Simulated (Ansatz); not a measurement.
In r²SCAN (plane waves, PAW; program Ansatz), AgW in the orthorhombic phase (Pmma; W on 2e, Ag on 2f) relaxes to a = 4.600 Å, b = 2.716 Å, c = 5.226 Å. Against the elements it lies at 0.73 eV/atom, with no fitted shifts.

Electronic character: metallic (no gap).

The bulk modulus is 190 GPa. Bader charges are W +0.31, Ag -0.31 e.

The start of the workflow was typed in or built on a structure type; neither database checked (COD, Materials Project) lists it. Whether it is the stable phase at ambient conditions was not checked. The r²SCAN relaxation kept the symmetry of its start; whether a distortion lowers the energy is not shown. The run is not spin-polarised. Its formation energy is positive at this level, so the cell may be metastable or incomplete. Axis ratios of metals converge slowly with the k-mesh, so a and c are less sure than the volume. The references are the lowest solids computed at this level, not always the standard phases. Spin–orbit coupling is left out wherever it is not named.

Potentials: the later of the program's two PAW sets.
